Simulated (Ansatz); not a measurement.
# Pt: comparing deformations

The calculation used DFT PBEsol, scalar-relativistic, plane waves, PAW (Ansatz 0.2.0). The runs took a 420 eV cutoff, a Γ-centred 26×26×26 mesh and Gaussian smearing (0.15 eV). Spin–orbit coupling is left out, which can shift energies with elements as heavy as these. No spin polarisation. Energies are free energies at this smearing, counted from the undisturbed cell; pressure is positive in compression.

The starting cell (relaxed at this level; with this scan's settings it stands at 0.1 GPa; this bcc form isn't the usual structure):

```xyz
1
Lattice="-1.5605 1.5605 1.5605 1.5605 -1.5605 1.5605 1.5605 1.5605 -1.5605" Properties=species:S:1:pos:R:3 pbc="T T T"
Pt    0.0000    0.0000    0.0000
```

The cell is strained by ε times a Voigt pattern (xx, yy, zz, yz, xz, xy; engineering shear) with fractional coordinates fixed. τ = (1/V0) dE/dε comes from the stress tensor. Of each scan, only the three points used here are listed.

```
            pattern        ε  τ (GPa)
(1, -1, 0, 0, 0, 0)  -0.0100     2.06
(1, -1, 0, 0, 0, 0)   0.0000     0.00
(1, -1, 0, 0, 0, 0)   0.0100    -2.06
 (0, 0, 1, 0, 0, 0)  -0.0300    -6.91
 (0, 0, 1, 0, 0, 0)   0.0000    -0.11
 (0, 0, 1, 0, 0, 0)   0.0150     2.92
```

Problem. Which constants do the scans give, and which deformation costs least for the same size of strain tensor?

Solution. The slope dτ/dε at zero (parabola through three points) is pᵀCp: (1, -1, 0, 0, 0, 0) gives 2(C11 − C12) = -206 GPa; (0, 0, 1, 0, 0, 0) gives C11 = 210 GPa. The size of the strain tensor, ε:ε, is ε² times 2.0, 1.0. Per unit of it the stiffnesses are -103, 210 GPa, so (1, -1, 0, 0, 0, 0) is the softest of these, and it is unstable with clamped ions. These are clamped-ion values.

In a metal these slopes depend on the k mesh and the smearing.

Cost: 11 runs of about 3.5 core-minutes in all, on Arm Neoverse V1 (shared hosts).